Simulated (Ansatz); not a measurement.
AlOs:
```
AlOs
1.0
    2.99700     0.00000     0.00000
    0.00000     2.99700     0.00000
    0.00000     0.00000     2.99700
Al Os
1 1
Direct
  0.00000   0.00000   0.00000
  0.50000   0.50000   0.50000
```

Relaxed with r²SCAN.

Task: Map the electron localisation function on the plane through (0.000, 0.000, 0.000) spanned by u = [1, 0, 0] and v = [0, 1, 1] in lattice vectors, from DFT-r²SCAN in the program Ansatz with PAW potentials.

Result: x is the fraction of u, y of v (the angle between them is 90°; rows are the nearest grid lines); atoms in the plane: Al at (0.00, 0.00), Os at (0.50, 0.50).
```
y \ x   0.000  0.0625  0.188  0.250  0.375  0.438  0.562  0.625  0.750  0.812  0.938   1.00
------  -----  ------  -----  -----  -----  -----  -----  -----  -----  -----  -----  -----
1.00    0.015   0.047  0.029  0.164  0.367  0.363  0.363  0.367  0.164  0.029  0.047  0.015
0.905   0.009   0.011  0.168  0.353  0.426  0.397  0.397  0.426  0.353  0.168  0.011  0.009
0.857   0.068   0.100  0.393  0.484  0.438  0.393  0.393  0.438  0.484  0.393  0.100  0.068
0.762   0.491   0.501  0.502  0.458  0.338  0.300  0.300  0.338  0.458  0.502  0.501  0.491
0.714   0.507   0.495  0.419  0.377  0.378  0.395  0.395  0.378  0.377  0.419  0.495  0.507
0.619   0.445   0.397  0.284  0.409  0.702  0.712  0.712  0.702  0.409  0.284  0.397  0.445
0.524   0.423   0.343  0.263  0.477  0.631  0.428  0.428  0.631  0.477  0.263  0.343  0.423
0.476   0.423   0.343  0.263  0.477  0.631  0.428  0.428  0.631  0.477  0.263  0.343  0.423
0.381   0.445   0.397  0.284  0.409  0.702  0.712  0.712  0.702  0.409  0.284  0.397  0.445
0.286   0.507   0.495  0.419  0.377  0.378  0.395  0.395  0.378  0.377  0.419  0.495  0.507
0.238   0.491   0.501  0.502  0.458  0.338  0.300  0.300  0.338  0.458  0.502  0.501  0.491
0.143   0.068   0.100  0.393  0.484  0.438  0.393  0.393  0.438  0.484  0.393  0.100  0.068
0.0952  0.009   0.011  0.168  0.353  0.426  0.397  0.397  0.426  0.353  0.168  0.011  0.009
0.000   0.015   0.047  0.029  0.164  0.367  0.363  0.363  0.367  0.164  0.029  0.047  0.015
```

The density is the valence pseudo-density with augmentation charge, so density and ELF within about 1 Å of a nucleus are not all-electron values.

Space group Pm-3m (CsCl type). The first step of the workflow began from a Materials Project structure, measured or hypothetical; the Crystallography Open Database copy checked does not list it. With Al and Os taken as one species the cell has the higher symmetry Im-3m, so it may be an ordered model of a mixed-site phase. Its standing as an ambient phase is unchecked. The r²SCAN relaxation kept the symmetry of its start; of distortions, only those at the zone centre were tested. No spin polarisation was allowed. Scalar-relativistic: spin–orbit coupling is off unless named, which matters more the heavier the elements.

Potentials: the later of the program's two PAW sets.
